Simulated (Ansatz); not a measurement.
**KSrAg4: stable or not**

It was reached by relaxing an invented guess, and it needn't be the stable form of this composition.

The calculation used DFT PBE, scalar-relativistic, plane waves, PAW (Ansatz). The final run on the 6-atom cell used 420 eV, a Γ-centred 8×8×8 mesh, 0.10 eV smearing and no spin polarisation.

```yaml
crystal:
  lattice:
    - [0.00000, 4.21377, 4.21377]
    - [4.21377, 0.00000, 4.21377]
    - [4.21377, 4.21377, 0.00000]
  atoms:
    - { symbol: K, position: [0.00000, 0.00000, 0.00000] }
    - { symbol: Sr, position: [0.75000, 0.75000, 0.75000] }
    - { symbol: Ag, position: [0.37501, 0.37501, 0.87498] }
    - { symbol: Ag, position: [0.87498, 0.37501, 0.37501] }
    - { symbol: Ag, position: [0.37501, 0.37501, 0.37501] }
    - { symbol: Ag, position: [0.37501, 0.87498, 0.37501] }
```

Formation energies are uncorrected and refer to the elements' standard structures at the same level.

Question: These tests were run: energy against the elements; phonons at Γ. What do they show?

Answer:

```json
{"test": "energy against the elements", "result": "−0.11 eV/atom"}
{"test": "phonons at Γ", "result": "lowest optical mode 72 cm⁻¹"}
```

It fails none of these tests. Other phases of the system weren't compared here, so this isn't yet thermodynamic stability. Phonons away from Γ weren't computed.

The run for the phonons used an 8×8×8 k mesh and Fermi–Dirac smearing of 0.15 eV.
